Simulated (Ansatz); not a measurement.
## Pressure against volume: HfC

```
Hf C
1.0
     0.00000    2.31714    2.31714
     2.31714    0.00000    2.31714
     2.31714    2.31714    0.00000
Hf C
1 1
Direct
  0.00000 0.00000 0.00000
  0.50000 0.50000 0.50000
```

The cell is the one relaxed in the Materials Project (mp-21075), not relaxed further here; entries there can be hypothetical.

No spin–orbit coupling, which matters for the heavy atoms here.

Levels of theory: DFT, LDA, all-electron LAPW, scalar-relativistic (Ansatz 0.2.0); DFT, LDA, PAW with Ansatz's default frozen-core files, scalar-relativistic (Ansatz 0.2.0).

For LAPW: a Γ-centred 14×14×14 k mesh, Fermi–Dirac smearing of 0.05 eV, basis error target 0.5 meV/atom, no spin polarisation. PAW takes a cutoff of 420 eV at this cell (files made with PBE, cores remade for this functional). The Ansatz runs share mesh, smearing and spin set-up. Plane-wave (PAW) pressures include the program's estimate of the Pulay term.

The cell above is scaled evenly, with fractional coordinates and shape held.

| V/V(cell) | V (Å³/atom) | P, LAPW (GPa) | P, PAW (GPa) | free energy over the lowest listed, PAW (meV/atom) |
| --- | --- | --- | --- | --- |
| 0.9405 | 11.701 | 5.88 | 5.78 | 0.6 |
| 0.9800 | 12.192 | -4.93 | -5.02 | 0.0 |
| 1.0000 | 12.441 | -9.62 | -9.70 | 11.5 |
| 1.0200 | 12.690 | ? | ? | ? |
| 1.0600 | 13.187 | -21.10 | -21.18 | 84.8 |

(1) Fill in the row V/V(cell) = 1.0200.

(2) What do Birch–Murnaghan fits to the pressures give?

Answers

(1) P, LAPW (GPa) = -13.85, P, PAW (GPa) = -13.93, free energy over the lowest listed, PAW (meV/atom) = 29.9.

(2) LAPW: V0 = 11.96 Å³/atom, B0 = 262 GPa, B0′ = 4.0; PAW: V0 = 11.95 Å³/atom, B0 = 262 GPa, B0′ = 4.0.
